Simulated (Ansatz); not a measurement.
The elements of this relaxed trial crystal are hidden behind letters.

```
lattice vectors (Å)
   6.0565    0.0000    0.0000
   0.0000    6.0565    0.0000
   0.0000    0.0000    6.0565
fractional positions
X 0.5000 0.0000 0.0000
X 0.0000 0.5000 0.0000
X 0.0000 0.0000 0.5000
Z 0.5000 0.0000 0.5000
Z 0.5000 0.5000 0.0000
Z 0.0000 0.5000 0.5000
Q 0.0000 0.0000 0.0000
```

Method: DFT PBE, scalar-relativistic, plane waves, PAW in Ansatz 0.2.0. The final run on the 7-atom cell used 420 eV, a Γ-centred 6×6×6 mesh, 0.10 eV smearing and no spin polarisation.

- Space group: Pm-3m (No. 221)
- Conventional cell: a = 6.057 Å
- Volume per atom: 31.74 Å³
- Density: 5.29 g/cm³
- Formation energy: +0.42 eV/atom
- Gap on the 6×6×6 mesh of the 7-atom cell: 0 eV (a metal)

Energies are uncorrected and count from the elements' standard states at the same level.

**Question.** X is a lanthanide, Z is a p-block element of period 3 and Q is a d-block element of period 5. Which elements are they?

**Answer.** X = Yb, Z = Al, Q = Ag, so the formula is Yb3Al3Ag. Density times volume gives a mean mass of 5.29 × 31.74/1.6605 = 101.1 u per atom, and this set has 101.1 u. Yb is surrounded by 2 Ag at 3.03 Å and 4 Al at 3.03 Å; around Al lie 4 Yb at 3.03 Å; Ag is surrounded by 6 Yb at 3.03 Å. Other sets within the hints have nearly the same mass, so mass alone doesn't settle it; this one was computed.

The 4f shell of Yb is treated without a Hubbard U. Trial moments died out on the coarse mesh, so the last step has no spin; another magnetic start might hold. Symmetry constrained the relaxation, so the result can be a saddle point.
